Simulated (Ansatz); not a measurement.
PbSe (CsCl type, Pm-3m), the program Ansatz at the r²SCAN level (PAW), all energies at zero smearing, with the estimated change up to a 700 eV cutoff added, with one set of potentials and settings (totals compare only within such a set). Cell of 2 atoms (1 Pb, 1 Se): -17399.808 eV.

| element | reference phase | E (eV/atom) |
|---|---|---|
| Pb | Fm-3m, 1 atoms in the cell | -11920.8594 |
| Se | P3_121, 3 atoms in the cell | -5478.1269 |

Formation energy per atom, worked out: (-17399.808 − 1×(-11920.8594) − 1×(-5478.1269))/2 = -0.411 eV/atom (-40 kJ per mol of atoms), at 0 K, without zero-point energy or fitted corrections.

The workflow started from a Materials Project entry (that database holds measured and hypothetical structures alike); the Crystallography Open Database copy checked does not list it. It is not the phase usual at ambient conditions (space group No. 225). Symmetry was held in the r²SCAN relaxation; its stability against distortions is not shown here. The references are the lowest solids computed at this level, not always the standard phases. Scalar-relativistic: spin–orbit coupling is off unless named, which matters more the heavier the elements.

Potentials: the later of the program's two PAW sets.
